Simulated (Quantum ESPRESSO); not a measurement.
Si7, a curve over one atom's position

Simulated, not a measurement. The program is pw.x of Quantum ESPRESSO 7.5 (plane-wave density functional theory). The cell is made up: 7 atoms on a zincblende/diamond lattice with one site empty, with randomly drawn elements, strain and displacements, not relaxed. PseudoDojo standard norm-conserving files (v0.5 for PBE, v0.4.1 for LDA and PBEsol) set the functional; there is no spin polarisation, spin-orbit coupling or dispersion term, and the masses in the input are unused placeholders. A spin-polarised start on this cell or one of its family kept no moment.

Seven runs move atom 4 (Si, counted in the order of the input) along z and keep all else fixed.

Input of the run at +0.0186:

```
&control calculation='scf', pseudo_dir='./dojo.nc.sr.pbe.v0_5.standard.upf', outdir='./o', disk_io='low', tprnfor=.true., tstress=.true. /
&system ibrav=0, nat=7, ntyp=1, nbnd=24, ecutwfc=36.01433573, nosym=.true., tot_charge=0,
 occupations='smearing', smearing='fd', degauss=0.0073498644
/
&electrons conv_thr=7.350e-09, electron_maxstep=60, /
ATOMIC_SPECIES
Si 1.0 Si.upf
CELL_PARAMETERS angstrom
5.5426 0.0024 -0.0027
0.0024 5.5798 0.0304
-0.0027 0.0304 5.5346
ATOMIC_POSITIONS angstrom
Si 0.009 -0.0186 0.1262
Si 0.0677 2.7789 2.869
Si 2.9855 2.785 -0.1632
Si 1.4714 1.4418 1.3747
Si 1.3266 4.0445 4.24
Si 4.1102 1.3047 4.1863
Si 4.1429 4.2117 1.2809
K_POINTS automatic
6 6 6 1 1 1
```

```
shift of atom 4 along z (Å)  free energy less that of the input shown (eV)  Fx on atom 4 (eV/Å)  Fy on atom 4 (eV/Å)  Fz on atom 4 (eV/Å)  pressure (GPa)  iterations
                    -0.1164                                         0.0404                0.032                0.651                0.716           -3.49          11
                    -0.0905                                         0.0239                0.058                0.590                0.557           -3.57          11
                    -0.0694                                         0.0135                0.080                0.538                0.426           -3.62          11
                    -0.0535                                         0.0076                0.099                0.497                0.328           -3.66          11
                    +0.0186                                         0.0000                0.196                0.303               -0.118           -3.80          11
                    +0.0689                                         0.0137                0.279                0.156               -0.425           -3.86          11
                    +0.1109                                         0.0369                0.360                0.026               -0.678           -3.89          11
```

A cubic fit gives dFz/dz = -6.17 eV/Å² at zero shift. Across the table the free energy follows the integral of the force to within 0.1 meV. A rerun of one of the cells at 718 eV and a 8 x 8 x 8 mesh moved values by no more than 0.007 eV in energy, 0.02 GPa in stress and 0.006 eV/Å in force.